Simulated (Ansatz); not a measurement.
Relaxing a structure of CeO₂

The start is a generated trial cell of CeO2 in the brookite structure type. Cell shape, volume and atoms are optimised at zero target pressure with r2SCAN (plane waves to 500 eV, PAW, scalar-relativistic; Ansatz, a first-principles code). The first steps use a coarse 3×2×3 k-mesh.

Starting cell:
```yaml
crystal:
  lattice:
    - [6.02790, 0.00000, 0.00000]
    - [0.00000, 10.76294, 0.00000]
    - [0.00000, 0.00000, 6.39277]
  atoms:
    - { symbol: Ce, position: [0.13720, 0.12890, 0.90280] }
    - { symbol: Ce, position: [0.63720, 0.37110, 0.09720] }
    - { symbol: Ce, position: [0.36280, 0.87110, 0.40280] }
    - { symbol: Ce, position: [0.86280, 0.62890, 0.59720] }
    - { symbol: Ce, position: [0.86280, 0.87110, 0.09720] }
    - { symbol: Ce, position: [0.36280, 0.62890, 0.90280] }
    - { symbol: Ce, position: [0.63720, 0.12890, 0.59720] }
    - { symbol: Ce, position: [0.13720, 0.37110, 0.40280] }
    - { symbol: O, position: [0.81650, 0.00950, 0.85090] }
    - { symbol: O, position: [0.31650, 0.49050, 0.14910] }
    - { symbol: O, position: [0.68350, 0.99050, 0.35090] }
    - { symbol: O, position: [0.18350, 0.50950, 0.64910] }
    - { symbol: O, position: [0.18350, 0.99050, 0.14910] }
    - { symbol: O, position: [0.68350, 0.50950, 0.85090] }
    - { symbol: O, position: [0.31650, 0.00950, 0.64910] }
    - { symbol: O, position: [0.81650, 0.49050, 0.35090] }
    - { symbol: O, position: [0.46340, 0.23140, 0.88900] }
    - { symbol: O, position: [0.96340, 0.26860, 0.11100] }
    - { symbol: O, position: [0.03660, 0.76860, 0.38900] }
    - { symbol: O, position: [0.53660, 0.73140, 0.61100] }
    - { symbol: O, position: [0.53660, 0.76860, 0.11100] }
    - { symbol: O, position: [0.03660, 0.73140, 0.88900] }
    - { symbol: O, position: [0.96340, 0.23140, 0.61100] }
    - { symbol: O, position: [0.46340, 0.26860, 0.38900] }
```
Spin-polarised start, with parallel moments on Ce.

Problem. What is the largest force in the starting geometry, and on which atom (counted from 1)?

Solution. 0.91 eV/Å, on O9, O10, O11, O12, O13, O14, O15, O16 (atoms numbered as listed).

Problem. What symmetry does the relaxed structure have?

Solution. The space group goes from Pbca (No. 61) to Fm-3m (No. 225); the end is fluorite type, with 3 atoms in the primitive cell.

Problem. How does the volume per atom move from start to end?

Solution. -22.5 %, from 17.28 to 13.40 Å³/atom.

Problem. How do the shortest distances between atoms change?

Solution. The closest pairs of elements (up to four, under 3.6 Å), start → end: Ce–O 2.19 → 2.35 Å; O–O 2.93 → 2.72 Å; Ce–Ce 3.46 → 3.84 Å.

Problem. What magnetic moments remain?

Solution. Zero (the starting moments vanished).

Problem. Write out the relaxed structure.

Solution. 
Space group Fm-3m (No. 225); a = 5.437 Å, b = 5.437 Å, c = 5.437 Å, α = 90.00°, β = 90.00°, γ = 90.00°

```csv
atom,site,symmetry,x,y,z
Ce,4b,m-3m,0.5000,0.5000,0.5000
O,8c,-43m,0.2500,0.2500,0.2500
```
(The calculation used a cell of 3 atoms; values per cell refer to that cell.)

Final values are on a 9×9×9 k-mesh of the relaxed cell. No spin polarisation in the result: the starting moments vanished. No Hubbard U is applied. The 4f state was not searched, so a lower electronic state may exist.

The run could not lose the symmetry of its start.
